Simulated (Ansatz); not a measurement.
Fe (bcc, W type): energy over volume and axial ratio

Fe (bcc, W type)

```xyz
1
Lattice="-1.3935 1.3935 1.3935 1.3935 -1.3935 1.3935 1.3935 1.3935 -1.3935" Properties=species:S:1:pos:R:3 pbc="T T T"
Fe     0.0000     0.0000     0.0000
```

Two coordinates are scanned: the volume, and the ratio of the stretch along z (the conventional c axis) to the stretch across it. Atoms keep their fractional coordinates.

Method: PBEsol (plane waves to 420 eV, PAW, scalar-relativistic; Ansatz, a first-principles code). k mesh 23×23×23 (Γ-centred), Fermi-Dirac smearing 0.05 eV. E stands for the smeared free energy. Stress and pressure are positive under compression. With partly filled bands, the response to shear is sensitive to the k mesh, so small differences along c/a are uncertain. Fe was relaxed with its symmetry unable to fall. Relaxed Fe ends ferromagnetic. Other magnetic orders were not checked, so this need not be the ground state. ΔE is measured from the relaxed starting cell.

ΔE (meV/atom), with V/V₀ across and (c/a)/(c/a)₀ down:

```csv
(c/a)/(c/a)₀ \ V/V₀,0.920,0.960,1.000,1.040,1.080
0.880,125,80,63,69,93
0.940,73,28,14,24,53
1.000,57,13,0,11,41
1.060,69,25,11,21,50
1.120,100,53,37,44,71
```

σzz − σxx (GPa), with V/V₀ across and (c/a)/(c/a)₀ down:

```tsv
(c/a)/(c/a)₀ \ V/V₀	0.920	0.960	1.000	1.040	1.080
0.880	23.5	24.5	22.7	20.0	16.7
0.940	13.0	11.6	10.2	9.2	8.0
1.000	0.0	0.0	0.0	0.0	0.0
1.060	-9.9	-9.0	-7.9	-6.9	-5.8
1.120	-16.3	-14.9	-12.9	-11.2	-9.8
```

Derived quantities:

Lowest place on the grid: V/V₀ = 1.000, (c/a)/(c/a)₀ = 1.000 (0 meV/atom). Highest place on the grid: V/V₀ = 0.920, (c/a)/(c/a)₀ = 0.880 (125 meV/atom).

The 25 points together took around 10 core-minutes (rough).

(A scan under strain: stresses follow from slopes of the energy per volume, elastic moduli from its curvatures.)
